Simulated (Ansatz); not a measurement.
LaPb3, DFT, PBEsol, all-electron PAW with datasets made for the crystal, scalar-relativistic (Ansatz 0.2.0), run on 1 thread of Arm Neoverse V2 on a shared host.

The cell is COD entry 1538830, as deposited and not checked against the literature; nothing was relaxed. The listed cell was then made from it by scaling, straining or moving an atom.

Command: `ansatz run input.yaml --threads 1 --pin off --max-ram 4096MiB --backend cpu --events-out ev --progress --plain --runs-dir out`

```yaml
crystal:
  lattice:
    - [4.95506, 0.0, 0.0]
    - [0.0, 4.95506, 0.0]
    - [0.0, 0.0, 4.906]
  atoms:
    - { symbol: La, position: [0.0, 0.0, 0.0] }
    - { symbol: Pb, position: [0.0, 0.5, 0.5] }
    - { symbol: Pb, position: [0.5, 0.0, 0.5] }
    - { symbol: Pb, position: [0.5, 0.5, 0.0] }
kpoints:
  mp_grid: { grid: [7, 7, 7] }
scf:
  occupations: { method: fermi_dirac, width: 0.05 }
hamiltonian:
  xc: pbesol
  pseudopotentials: { kind: all_electron, datasets: crystal }
output:
  forces: true
  stress: true
  eigenvalues: true
  efg: { contact_densities: true }
```

(1) How large is the problem that the program sets up?

(2) About how long does it take, and how much memory does it use?

(3) And the same cell and mesh by frozen-core PAW, asked for forces, stress, eigenvalues, efg, on the same hardware?

Results:

(1) 40 irreducible k-points, 1173 plane waves at Γ, 32 bands.

(2) 21 s of wall time for 9 SCF iterations, with a peak of 0.69 GiB. Times on shared machines scatter by tens of per cent.

(3) 11 s, peak memory 0.52 GiB.
